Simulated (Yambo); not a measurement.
Yambo run on CsLiBr$_{2}$ (space group P4/nmm, No. 129). The wavefunctions are norm-conserving PBEsol (Quantum ESPRESSO, 74 Ry, without SOC) ones on a 2×2×1 mesh (26 occupied bands); a = b = 5.181 Å, c = 9.930 Å, α = β = γ = 90.00°.

Yambo input:

```
gw0
dyson
el_el_corr
HF_and_locXC
ppa
em1d
EXXRLvcs= 74 Ry
VXCRLvcs= 296 Ry
Chimod= "HARTREE"
% BndsRnXp
 3 | 471 |
%
NGsBlkXp= 8 Ry
% LongDrXp
 1.0 | 1.0 | 1.0 |
%
PPAPntXp= 27.2114 eV
% GbndRnge
 1 | 471 |
%
GTermKind= "BG"
DysSolver= "n"
ExtendOut
% QPkrange
 1 | 1 | 26 | 27 |
 3 | 3 | 26 | 26 |
%
```

k points by index: 1 = Γ, 3 = M.

Resulting energies as the program prints them:

```
#    K-point    Band    Eo [eV]    E [eV]    E-Eo [eV]    Vxc [eV]    Vnlxc [eV]    Sc|Eo [eV]    Sc|E [eV]    dSc/dw|Eo [eV]    Re(Z)    Im(Z)
#
    1    26    -0.277396    -1.646855    -1.369459    -12.76985    -16.05359    1.616574    1.914275    -5.914967    0.821441    -0.001123
    1    27    4.141908    4.951763    0.809855    -7.049530    -3.081211    -3.031206    -3.158464    -4.275339    0.864216    -0.001042
    3    26    0.000000    -1.280998    -1.280998    -13.13438    -16.27229    1.576657    1.856914    -5.952850    0.820502    -0.001217
```
(The two width columns are left out.) Convergence of these settings isn't established.

Geometry of the Materials Project entry, not relaxed at this level.

The structure is a Materials Project entry; no match was found in the copy of COD used, and its stability was not checked.
